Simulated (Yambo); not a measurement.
G0W0@PBEsol for Rh$_{2}$O$_{3}$ (corundum, space group R-3c, No. 167) in Yambo. Reference settings: 2×2×2 Γ-centred k mesh, bands 17 to 185 and a 7 Ry block in the screening, 185 bands in G with the Bruneval-Gonze terminator, plasmon pole fitted at 27.2 eV. The PBEsol gap Γ → F on this mesh is 0.54 eV; G0W0 gaps are taken between the same points.

With and without the terminator, as bands are cut:

```csv
bands in G (in W),"gap, terminator (eV)","gap, none (eV)","valence shift, terminator (eV)","valence shift, none (eV)"
90 (185),1.074,1.124,0.293,0.981
130 (185),1.050,1.051,0.289,0.749
185 (185),1.054,1.065,0.266,0.522
```

Over this range the gap spans 0.024 eV with the terminator and 0.073 eV without, the valence shift 0.027 eV and 0.459 eV. Neither column has reached its limit for certain.

Spin-orbit coupling is not included.

Geometry of the Materials Project entry, not relaxed at this level; primitive cell a = b = c = 5.500 Å, α = β = γ = 55.76°.

A shift is the quasiparticle energy of the state minus its PBEsol energy.
